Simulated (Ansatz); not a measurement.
Relaxed-ion elastic tensor of TiC (rock salt, Fm-3m) in GPa (Voigt order), PBE in the plane-wave PAW code Ansatz; density 4.89 g/cm³, 10.17 Å³ per atom.

```
510  121  121  0.0  0.0  0.0
121  510  121  0.0  0.0  0.0
121  121  510  0.0  0.0  0.0
0.0  0.0  0.0  169  0.0  0.0
0.0  0.0  0.0  0.0  169  0.0
0.0  0.0  0.0  0.0  0.0  169
```

Question: Is the crystal mechanically stable?

Answer: Yes: the smallest eigenvalue of C is 169 GPa.

Question: Work out the Voigt, Reuss and Hill averages.

Answer: K_V = 251, K_R = 251, K_H = 251; G_V = 179, G_R = 178, G_H = 179 GPa.

Question: Give Young's modulus, Poisson's ratio, Pugh's ratio and the universal anisotropy index.

Answer: E = 9KG/(3K + G) = 434 GPa; ν = 0.21; K/G = 1.40 (brittle by the Pugh limit of 1.75); A_U = 5G_V/G_R + K_V/K_R − 6 = 0.02.

Question: Estimate the sound speeds and the Debye temperature.

Answer: v_l = √((K + 4G/3)/ρ) = 10000 m/s, v_t = √(G/ρ) = 6050 m/s, mean 6690 m/s; Θ = (h/k)(3n/4πV)^(1/3) v_m = 919 K.

Question: Give the Zener ratio and Young's modulus along [100], [110] and [111].

Answer: A = 2C44/(C11 − C12) = 0.87; 1/E = S11 − 2(S11 − S12 − S44/2)Γ with Γ = 0, 1/4, 1/3 gives 463, 426, 414 GPa.

The PBE relaxation kept the symmetry of its start; phonons on a q-mesh show no instability. The run is not spin-polarised. As this level gives no gap, shear constants depend on the k-mesh and smearing (Fermi–Dirac, 0.1 eV here).

Potentials: the later of the program's two PAW sets.
